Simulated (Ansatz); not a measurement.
CaCo$_{2}$Ge$_{2}$:
```yaml
crystal:
  lattice:
    - [-1.96729, 1.96729, 5.14426]
    - [1.96729, -1.96729, 5.14426]
    - [1.96729, 1.96729, -5.14426]
  atoms:
    - { symbol: Ca, position: [0.00000, 0.00000, 0.00000] }
    - { symbol: Co, position: [0.25000, 0.75000, 0.50000] }
    - { symbol: Co, position: [0.75000, 0.25000, 0.50000] }
    - { symbol: Ge, position: [0.36764, 0.36764, 0.00000] }
    - { symbol: Ge, position: [0.63236, 0.63236, 0.00000] }
```

Relaxed with r²SCAN. Special points in fractions of this cell's reciprocal vectors: Γ (0.000, 0.000, 0.000); X (0.000, 0.000, 0.500); P (0.250, 0.250, 0.250); N (0.000, 0.500, 0.000); M (0.500, 0.500, -0.500); S (0.287, 0.713, -0.287); S0 (-0.287, 0.287, 0.287); R (-0.073, 0.073, 0.500); G (0.500, 0.500, -0.073).

Problem. List the band energies nearest the Fermi level at these points for r²SCAN (plane waves, PAW; program Ansatz).

Solution. In eV from the Fermi level; about four levels below and three above (degenerate sets whole), none deeper than 8.9 eV; points with the same levels are listed once.

| k | below | above |
|---|---|---|
| Γ | -0.83 -0.81 -0.35 -0.35 | 0.05 1.27 2.83 2.83 |
| X | -1.11 -0.86 -0.85 -0.77 | 0.38 0.52 2.43 |
| P | -0.97 -0.97 -0.86 -0.85 | 0.47 0.47 2.18 |
| N | -1.50 -1.45 -1.09 -0.61 | 1.08 1.86 2.22 |
| M | -1.49 -0.83 -0.28 -0.28 | 0.05 0.98 1.99 |
| S | -1.53 -1.39 -1.36 -1.27 | 0.32 0.73 1.01 |
| R | -1.14 -0.87 -0.87 -0.34 | 0.38 0.62 2.44 |

Space group I4/mmm. The workflow started from a Materials Project entry (that database holds measured and hypothetical structures alike); the Crystallography Open Database copy checked does not list it. Its standing as an ambient phase is unchecked. The r²SCAN relaxation kept the symmetry of its start; its stability against distortions is not shown here. No spin polarisation was allowed. Scalar-relativistic: spin–orbit coupling is off unless named, which matters more the heavier the elements.

Potentials: the later of the program's two PAW sets.
